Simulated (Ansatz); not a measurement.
Relaxing a structure of Bi₂Te₃

The start is a generated cell, Bi2Te3 built in the beta-Ga2O3 structure type. The structure is fully relaxed (lattice and positions, P = 0) with PBE (plane waves to 420 eV, PAW, scalar-relativistic; Ansatz, a first-principles code). The first steps use a coarse 5×5×3 k-mesh.

Input geometry:
```
Bi2Te3
1.0
    9.75297    -2.42507     0.00000
    9.75297     2.42507     0.00000
   -2.21341     0.00000     8.99105
Bi Te
4 6
Direct
  0.09050   0.09050   0.79460
  0.90950   0.90950   0.20540
  0.65870   0.65870   0.31400
  0.34130   0.34130   0.68600
  0.16450   0.16450   0.10980
  0.83550   0.83550   0.89020
  0.17330   0.17330   0.56320
  0.82670   0.82670   0.43680
  0.49590   0.49590   0.25660
  0.50410   0.50410   0.74340
```

* **Energy released**: 0.19 eV/atom
* **Shortest distances (start → end)**: The closest pairs of elements (up to four, under 3.6 Å), start → end: Bi–Te 2.93 → 2.95 Å
* **Optimiser moves**: 74

Final structure:

Space group C2/m (No. 12); a = 15.742 Å, b = 4.417 Å, c = 10.855 Å, α = γ = 90.00°, β = 94.10°

```json
[
 {"atom": "Bi", "site": "4i", "symmetry": "m", "x": "0.1216", "y": "0.0000", "z": "0.4648"},
 {"atom": "Bi", "site": "4i", "symmetry": "m", "x": "0.1954", "y": "0.5000", "z": "0.1391"},
 {"atom": "Te", "site": "4i", "symmetry": "m", "x": "0.2814", "y": "0.0000", "z": "0.3382"},
 {"atom": "Te", "site": "4i", "symmetry": "m", "x": "0.3755", "y": "0.5000", "z": "0.0342"},
 {"atom": "Te", "site": "4i", "symmetry": "m", "x": "0.0348", "y": "0.5000", "z": "0.3058"}
]
```
(The calculation used a cell of 10 atoms; values per cell refer to that cell.)

Final values are on a 8×8×3 k-mesh of the relaxed cell. No spin polarisation in the result.

The run could not lose the symmetry of its start, so the end can be a saddle point.

The relaxed structure here is a generated cell of Bi2Te3: the first start was made by placing the elements on the sites of a structure type, and the end was not matched to a known phase here, so it may be hypothetical. Known forms of Bi2Te3 include space group No. 166.
